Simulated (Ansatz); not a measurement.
**CaMg$_{2}$, a disordered cell**

```
Ca Mg
1.0
     6.19742   -1.18704   -0.09948
    -0.47385    9.04951    0.82450
    -0.20052    0.75406    6.63302
Ca Mg
4 8
Cartesian
  4.7884 -0.3424 1.4932
  0.3932 2.3508 5.5198
  1.0769 7.5035 2.4444
  3.4022 8.2994 5.6089
  4.5011 5.7182 4.0348
  3.4130 3.2024 5.1703
  2.4908 1.4258 2.9272
  5.7252 3.8322 6.9039
  4.2537 5.3282 1.1255
  1.8158 4.2692 2.4459
  1.6609 5.6781 5.0418
  0.2278 8.2384 5.9314
```

Level: r2SCAN, no spin polarisation; 500 eV; 3×2×3 (shifted by 0, 0.5, 0 steps) mesh; fermi-dirac occupations (width 0.1 eV); Ansatz 0.2.0, fixed geometry.

What do density and ELF say about some of the short contacts?

Mg–Mg at 2.93 Å: least valence density 0.11 e/Å³ and ELF 0.64 there. Ca–Mg at 3.16 Å: least valence density 0.09 e/Å³ and ELF 0.22 there. Ca–Ca at 3.38 Å: least valence density 0.06 e/Å³ and ELF 0.10 there. These are pseudo-fields; inside the PAW spheres they differ from the all-electron ones.

Metal or insulator?

It is a metal, with about 9.1 states/eV a cell as the mean within 0.25 eV of the Fermi level.

Is the cell too large or too small?

The pressure is 1.9 GPa (compression positive), so with the atoms held at these fractions the cell would first expand. The principal stresses 0.6, 2.0, 3.3 GPa differ, so its shape would change too.

Where is the largest force?

The largest is on Ca2 (and as large on other atoms): 0.73 eV/Å, components (0.47, 0.36, -0.43). It makes 36° with the line to a nearest neighbour, Mg6 at 3.16 Å, pointing towards it.

Origin: a disordered cell, so it need not be a known compound. Caveats: the k mesh is coarse if the cell is a metal.
